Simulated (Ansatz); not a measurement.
Na$_{2}$S:
```cif
data_Na2S
_chemical_formula_sum 'Na2 S1'
_space_group_name_H-M_alt 'P 1'
_space_group_IT_number 1
_cell_length_a 4.60413
_cell_length_b 4.60413
_cell_length_c 4.60413
_cell_angle_alpha 60.000
_cell_angle_beta 60.000
_cell_angle_gamma 60.000
loop_
_space_group_symop_operation_xyz
  'x, y, z'
loop_
_atom_site_label
_atom_site_type_symbol
_atom_site_fract_x
_atom_site_fract_y
_atom_site_fract_z
_atom_site_occupancy
Na1 Na 0.25000 0.25000 0.25000 1
Na2 Na 0.75000 0.75000 0.75000 1
S1 S 0.00000 0.00000 0.00000 1
```

Relaxed with r²SCAN.

Problem. Tabulate the valence density and the electron localisation function along the shortest Na–S contact (2.82 Å), the program Ansatz at the r²SCAN level (PAW).

Solution. 

```
distance from Na (Å)  density (e/Å³)   ELF
--------------------  --------------  ----
0.28                           14.05  0.40
0.42                            7.84  0.56
0.56                            2.94  0.61
0.70                            0.76  0.48
0.85                            0.25  0.17
0.99                            0.13  0.03
1.13                            0.10  0.03
1.27                            0.12  0.20
1.41                            0.17  0.57
1.55                            0.25  0.77
1.69                            0.38  0.83
1.83                            0.56  0.86
1.97                            0.80  0.87
2.11                            1.03  0.84
2.26                            1.13  0.73
2.40                            0.96  0.45
2.54                            0.56  0.11
```

The density is the valence pseudo-density with augmentation charge, so density and ELF within about 1 Å of a nucleus are not all-electron values.

Space group Fm-3m (anti-fluorite). The cell was relaxed with r²SCAN under the symmetry of its start.

Potentials: the later of the program's two PAW sets.
